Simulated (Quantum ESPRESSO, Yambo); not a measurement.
## Levels of theory for the gap of CdO2H2 monolayer

A free-standing CdO$_{2}$H$_{2}$ monolayer (symmetry P-3m1, slab cell 17.3 Å high): one geometry, one set of norm-conserving PBEsol (Quantum ESPRESSO, 102 Ry, without SOC) orbitals, self-energies from Yambo (6×6×1 Γ-centred k mesh, bands 5 to 172 and a 8 Ry block in the screening, 172 bands in G with the Bruneval-Gonze terminator, plasmon pole fitted at 27.2 eV, slab-truncated Coulomb interaction, stochastic integration of W near q = 0).

The layer was cut from Materials Project entry mp-625548 and relaxed with PBEsol in a cell 17.3 Å high, with the Coulomb interaction truncated along z.

```json
[
 {"level": "PBEsol (Quantum ESPRESSO)", "gap Γ → Γ (eV)": "2.26", "rough Yambo cost": "–"},
 {"level": "exchange only (Hartree-Fock self-energy on PBEsol orbitals)", "gap Γ → Γ (eV)": "11.48", "rough Yambo cost": "about 1/20 (6 states)"},
 {"level": "G0W0@PBEsol, plasmon pole", "gap Γ → Γ (eV)": "5.00", "rough Yambo cost": "1 (6 states)"}
]
```

Bare exchange has no screening and gives the widest gap.

Costs are rough ratios of core time on shared machines.

Nearest settings tried, and what they do to the gap: 110 bands in G: +6 meV; 79 bands in W: +173 meV; 7 Ry block (393 vectors against 443): -12 meV. Not varied: mesh, cell height. So the settings aren't converged at that level.

Spin-orbit splittings are left out.

This is a model layer cut from the bulk structure; whether it is stable on its own was not checked.
